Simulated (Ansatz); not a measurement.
Input, command and steps of an Ansatz relaxation.

```yaml
crystal:
  lattice:
    - [0.0, 1.9353304886, 1.9353304886]
    - [1.9353304886, 0.0, 1.9353304886]
    - [1.9353304886, 1.9353304886, 0.0]
  atoms:
    - { symbol: Ir, position: [0.0, 0.0, 0.0] }
basis:
  ecutwfc: 420
kpoints:
  mp_grid: { grid: [18, 18, 18] }
hamiltonian:
  xc: pbe
  dispersion: d3bj
scf:
  occupations: { method: gaussian, width: 0.1 }
output:
  forces: true
  stress: true
  eigenvalues: true
  write_density: true
  write_potential: true
  elf: true
  volumetric_format: npy
relax:
  adjacent_minimum: "off"
  f_tol: 0.005
  max_steps: 50
  cell: { stress_tol: 0.05 }
```

```bash
ansatz run input.yaml --threads 1 --pin off --max-ram 2560MiB --backend cpu --events-out ev --progress --plain --runs-dir out
```

Theory: DFT PBE+D3(BJ), scalar-relativistic, plane waves, PAW in Ansatz 0.2.0.

Of 7 frames 6 are shown, positions in Å and forces in eV/Å; the SCF threshold varies from step to step. Steps run on the plane waves of an earlier cell, with a Pulay correction in the pressure. The basis is chosen afresh for the last frame, the zero of the energies, and at times for earlier ones too; energy and pressure step there, also at an unchanged geometry. The mark taken_back stands on steps that the optimiser undid.

```xyz
1
Lattice="0.0000 1.9353 1.9353 1.9353 0.0000 1.9353 1.9353 1.9353 0.0000" Properties=species:S:1:pos:R:3:forces:R:3 pbc="T T T" step=1 free_energy_over_end_meV_per_atom=8.88 pressure_GPa=-8.27
Ir    0.0000    0.0000    0.0000    0.0000    0.0000    0.0000
1
Lattice="0.0000 1.8913 1.8913 1.8913 0.0000 1.8913 1.8913 1.8913 0.0000" Properties=species:S:1:pos:R:3:forces:R:3 pbc="T T T" step=2 free_energy_over_end_meV_per_atom=35.38 pressure_GPa=19.09 taken_back
Ir    0.0000    0.0000    0.0000    0.0000    0.0000    0.0000
1
Lattice="0.0000 1.9216 1.9216 1.9216 0.0000 1.9216 1.9216 1.9216 0.0000" Properties=species:S:1:pos:R:3:forces:R:3 pbc="T T T" step=3 free_energy_over_end_meV_per_atom=-0.11 pressure_GPa=-0.79
Ir    0.0000    0.0000    0.0000    0.0000    0.0000    0.0000
1
Lattice="0.0000 1.9202 1.9202 1.9202 0.0000 1.9202 1.9202 1.9202 0.0000" Properties=species:S:1:pos:R:3:forces:R:3 pbc="T T T" step=4 free_energy_over_end_meV_per_atom=-0.20 pressure_GPa=0.04
Ir    0.0000    0.0000    0.0000    0.0000    0.0000    0.0000
1
Lattice="0.0000 1.9202 1.9202 1.9202 0.0000 1.9202 1.9202 1.9202 0.0000" Properties=species:S:1:pos:R:3:forces:R:3 pbc="T T T" step=5 free_energy_over_end_meV_per_atom=0.00 pressure_GPa=0.06
Ir    0.0000    0.0000    0.0000    0.0000    0.0000    0.0000
1
Lattice="0.0000 1.9203 1.9203 1.9203 0.0000 1.9203 1.9203 1.9203 0.0000" Properties=species:S:1:pos:R:3:forces:R:3 pbc="T T T" step=7 free_energy_over_end_meV_per_atom=0.00 pressure_GPa=0.00
Ir    0.0000    0.0000    0.0000    0.0000    0.0000    0.0000
```

It took 12 s on 1 thread of Arm Neoverse V2, with other jobs on the host, peak memory 0.31 GiB.

Spin–orbit coupling is left out, which can shift energies with elements as heavy as these.